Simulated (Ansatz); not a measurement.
# Al$_{3}$GaAs$_{4}$, first-principles data

Al3GaAs4:
```yaml
crystal:
  lattice:
    - [4.05587, 0.00000, 0.00000]
    - [0.00000, 4.05587, 0.00000]
    - [0.00000, 0.00000, 11.45218]
  atoms:
    - { symbol: Ga, position: [0.00000, 0.00000, 0.00000] }
    - { symbol: As, position: [0.50000, 0.00000, 0.12592] }
    - { symbol: Al, position: [0.50000, 0.50000, 0.25027] }
    - { symbol: As, position: [0.00000, 0.50000, 0.37512] }
    - { symbol: Al, position: [0.00000, 0.00000, 0.50000] }
    - { symbol: As, position: [0.50000, 0.00000, 0.62488] }
    - { symbol: Al, position: [0.50000, 0.50000, 0.74973] }
    - { symbol: As, position: [0.00000, 0.50000, 0.87408] }
```

Space group P-4m2 (No. 115); conventional cell a = b = 4.056 Å, c = 11.452 Å, α = β = γ = 90.00°.

Method: PBE in the plane-wave PAW code Ansatz. Geometry: relaxed at this level of theory. Other levels are named where they apply.

### Cell and energy

```json
{
  "volume_per_atom": "23.55 Å³",
  "density": "3.97 g/cm³",
  "Formation energy from the elements (no fitted shifts)": "-0.45 eV/atom"
}
```

### Electronic structure

```json
{
  "band_gap": "1.27 eV (direct)",
  "valence_band_maximum": "at Γ",
  "conduction_band_minimum": "at Γ",
  "electron_effective_mass": "0.084, 0.084, 0.10 mₑ (principal values)",
  "Electron effective mass with spin–orbit coupling": "0.083, 0.083, 0.10 mₑ (principal values)",
  "Hole effective mass, band 1 of 2 at the edge": "4.0 along x, 0.46 along z (mₑ)",
  "Hole effective mass, band 2 of 2 at the edge": "0.072 along x, 0.46 along z (mₑ)",
  "Hole effective mass with spin–orbit coupling": "0.45 along z (mₑ)",
  "Gap with spin–orbit coupling": "1.17 eV"
}
```

### Mechanics

```json
{
 "Bulk modulus (Birch–Murnaghan fit)": "655 kbar",
 "Pressure derivative B′": "4.4"
}
```

The start of the workflow was typed in or built on a structure type; neither database checked (COD, Materials Project) lists it. Its standing as an ambient phase is unchecked. The PBE relaxation kept the symmetry of its start; whether a distortion lowers the energy is not shown. The references are the lowest solids computed at this level, not always the standard phases. Scalar-relativistic: spin–orbit coupling is off unless named, which matters more the heavier the elements.

Potentials: the earlier of the program's two PAW sets.
